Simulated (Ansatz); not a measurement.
Relaxed candidate structures of Na:

**A**
```
CELL_PARAMETERS angstrom
     -4.36108     4.36108     4.36108
      4.36108    -4.36108     4.36108
      4.36108     4.36108    -4.36108
ATOMIC_POSITIONS crystal
  Na 0.25000 0.25000 0.25000
  Na 0.50000 0.00000 0.25000
  Na 0.00000 0.25000 0.50000
  Na 0.25000 0.50000 0.00000
  Na 0.75000 0.75000 0.75000
  Na 0.50000 0.00000 0.75000
  Na 0.00000 0.75000 0.50000
  Na 0.75000 0.50000 0.00000
```

**B**
```xyz
1
Lattice="3.4154 0.0000 0.0000 0.0000 3.4154 0.0000 0.0000 0.0000 3.4154" Properties=species:S:1:pos:R:3 pbc="T T T"
Na     0.0000     0.0000     0.0000
```

**C**
```
Na
1.0
    3.76336     0.00000     0.00000
   -1.88168     3.25917     0.00000
    0.00000     0.00000    12.30409
Na
4
Direct
  0.00000   0.00000   0.00000
  0.00000   0.00000   0.50000
  0.33333   0.66667   0.25000
  0.66667   0.33333   0.75000
```

Task: Rank these by energy per atom (lowest first), as r2SCAN (plane waves to 500 eV, PAW, scalar-relativistic; Ansatz, a quantum-chemistry and plane-wave program) gives it.

Result: C (reference), B (+0.12 eV/atom), A (+0.23 eV/atom)

The lowest structure calculated, P6₃/mmc, hP2, hcp (Mg type), is not among these; it lies under 0.01 eV/atom below the lowest of them. Each run could gain symmetry but not lose that of its start, so entries can be saddle points. All of these are generated cells (placed on structure types, drawn at random, substituted or restacked) that were not matched to a known phase here. Static energies at zero pressure. The runs use different k-meshes, so differences are rounded accordingly. No spin polarisation in the result.
